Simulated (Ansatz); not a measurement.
MoS2 (3R-MoS2 type, space group R3m)

```yaml
crystal:
  lattice:
    - [1.58761, 0.91661, 6.19494]
    - [-1.58761, 0.91661, 6.19494]
    - [0.00000, -1.83321, 6.19494]
  atoms:
    - { symbol: Mo, position: [0.00000, 0.00000, 0.00000] }
    - { symbol: S, position: [0.75030, 0.75030, 0.75030] }
    - { symbol: S, position: [0.58300, 0.58300, 0.58300] }
```

In each cell atom 1 (Mo, nearest neighbour S at 2.403 Å; its periodic images, 3.2 Å or more away, move with it) moves by s·(0.000, 0.000, 1.000) (along Cartesian z), the rest being held.

Method: r2SCAN+rVV10 (plane waves to 500 eV, PAW, scalar-relativistic; Ansatz, a quantum-chemistry and plane-wave program). k mesh 10×10×10 (Γ-centred), Fermi-Dirac smearing 0.05 eV. Energies are smeared free energies. As the smearing reaches across the gap at some points, energies and forces of such displacements shift with the k mesh and the smearing. MoS2 is run without spin polarisation. MoS2 was relaxed with its symmetry unable to fall. This is one of several known forms of MoS2; the measured ambient cells at hand have space group No. 194. ΔE is measured from the undisplaced structure. The last digit holds for this mesh only.

```csv
s (Å),ΔE (meV/cell)
-0.720,5551.9
-0.576,withheld
-0.432,2485.1
-0.288,1237.8
-0.144,320.5
0.000,0.0
0.144,320.4
0.288,1235.9
0.432,2473.2
0.576,3893.0
0.720,5513.3
```

Q: Fit a polynomial form (powers 2, 3, 4) to the given rows and predict ΔE at s = -0.576.

A: Least squares on the 10 given rows: ΔE = (14720)·s² + (-118.6)·s³ + (-7872)·s⁴, in meV/cell with s in Å; root-mean-square residual 47.73 meV/cell. At -0.576 the fit gives 4039.9 meV/cell; the calculation gives 3913.6 meV/cell, so the interpolation is off by 126.3 (+3.2 %). The quadratic term alone would give 4883.7 meV/cell.

(For displaced atoms, the force is minus the slope of the energy, and its curvature is a force constant, which sets phonon frequencies.)
